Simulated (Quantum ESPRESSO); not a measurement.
pw.x input (Quantum ESPRESSO 7.5; PBE, PseudoDojo standard norm-conserving files, scalar-relativistic):

```
&CONTROL
  calculation = 'scf'
  pseudo_dir = './pseudo'
  outdir = './out'
  tprnfor = .true.
  tstress = .true.
/
&SYSTEM
  ibrav = 0
  nat = 4
  ntyp = 2
  ecutwfc = 102.0
  ecutrho = 408.0
  occupations = 'smearing'
  smearing = 'fd'
  degauss = 0.002
  nbnd = 31
/
&ELECTRONS
  conv_thr = 4e-10
/
ATOMIC_SPECIES
S 32.0600 S.upf
Cd 112.4140 Cd.upf
CELL_PARAMETERS angstrom
  4.168839851000   0.000000000000   0.000000000000
 -2.084419925000   3.610321215000   0.000000000000
  0.000000000000   0.000000000000   6.779620000000
ATOMIC_POSITIONS crystal
S   0.666666667000   0.333333333000   0.876780000000
S   0.333333333000   0.666666667000   0.376780000000
Cd   0.666666667000   0.333333333000   0.500220000000
Cd   0.333333333000   0.666666667000   0.000220000000
K_POINTS automatic
9 9 4 0 0 0
```

End of the output:

```

[...]
     the Fermi energy is     7.1528 ev
!    total energy              =    -745.54186394 Ry
     estimated scf accuracy    <          4.7E-11 Ry
     smearing contrib. (-TS)   =      -0.00000000 Ry
     internal energy E=F+TS    =    -745.54186394 Ry
     The total energy is F=E-TS. E is the sum of the following terms:
     one-electron contribution =    -505.96423354 Ry
     hartree contribution      =     263.51938321 Ry
     xc contribution           =    -109.51723380 Ry
     ewald contribution        =    -393.57977981 Ry
     convergence has been achieved in   9 iterations
     Forces acting on atoms (cartesian axes, Ry/au):
     atom    1 type  1   force =     0.00000000    0.00000000    0.00014066
     atom    2 type  1   force =     0.00000000    0.00000000    0.00014066
     atom    3 type  2   force =    -0.00000000   -0.00000000   -0.00014066
     atom    4 type  2   force =    -0.00000000   -0.00000000   -0.00014066
     Total force =     0.000281     Total SCF correction =     0.000007
     Computing stress (Cartesian axis) and pressure
          total   stress  (Ry/bohr**3)                   (kbar)     P=       11.42
   0.00007620  -0.00000000  -0.00000000           11.21       -0.00       -0.00
  -0.00000000   0.00007620  -0.00000000           -0.00       11.21       -0.00
   0.00000000   0.00000000   0.00008042            0.00        0.00       11.83
```
In a gapped system the printed Fermi energy is only some level inside the gap.

Spin-orbit coupling is not included.

Geometry of the Materials Project entry, not relaxed at this level.
